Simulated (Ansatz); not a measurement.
The start is a generated cell, Y built in the beta-Sn structure type. A full variable-cell relaxation at zero pressure is run with PBEsol (plane waves to 420 eV, PAW, scalar-relativistic; Ansatz, a quantum-chemistry and plane-wave program). First-step values are on the input's coarse k-mesh.

Ansatz input (later rounds restart from its end on a renewed k-mesh):
Ansatz 0.2 input:
```yaml
crystal:
  lattice:
    - [-3.169156, 3.169156, 1.729129]
    - [3.169156, -3.169156, 1.729129]
    - [3.169156, 3.169156, -1.729129]
  atoms:
    - { symbol: Y, position: [0.75, 0.25, 0.5] }
    - { symbol: Y, position: [0, 0, 0] }
basis: { ecutwfc: 420, ecutrho_ratio: 4, xc_grid: 2, fft_grid_basis: typed }
kpoints: { mp_grid: { grid: [11, 11, 11] } }
hamiltonian:
  xc: pbesol
  dispersion: none
  pseudopotentials: { kind: paw }
scf: { occupations: { method: fermi_dirac, width: 0.05 } }
relax: { f_tol: 0.01, max_steps: 100, cell: { stress_tol: 0.02 } }
output: { forces: true, stress: true }
```

Q: What pressure does the first self-consistent step give?

A: -3.2 GPa (negative: the cell is under tension).

Q: By how much does the energy per atom fall from start to end?

A: 0.04 eV/atom.

Q: How does the volume change?

A: -10.6 %, from 34.73 to 31.05 Å³/atom.

Q: How do the shortest distances between atoms change?

A: The closest pairs of elements (up to four, under 3.6 Å), start → end: Y–Y 3.28 → 3.15 Å.

Q: What band gap does the relaxed structure have at this level?

A: Zero (metallic).

Q: Give the final cell and atomic positions.

A: 
Space group I4₁/amd, origin choice 1 (No. 141); a = b = 6.0793 Å, c = 3.3603 Å, α = β = γ = 90.00°

| atom | site | symmetry | x | y | z |
|---|---|---|---|---|---|
| Y | 4a | -4m2 | 0.0000 | 0.0000 | 0.0000 |
(The calculation used a cell of 2 atoms; values per cell refer to that cell.)

The space group stays I4₁/amd (No. 141) (the run could not lower it); the end is AFLOW prototype A_tI4_141_a (A5, as in Sn), with 2 atoms in the primitive cell. Final values are on a 16×16×16 k-mesh of the relaxed cell. No spin polarisation in the result.

The run could not lose the symmetry of its start: the end is stationary, and may be a saddle point rather than a minimum.

All atoms sit on sites fixed by symmetry, so only the cell could relax.

The relaxed structure here is a generated cell of Y: the first start was made by placing the elements on the sites of a structure type, and the end was not matched to a known phase here, so it may be hypothetical. Known forms of Y include space group No. 194.
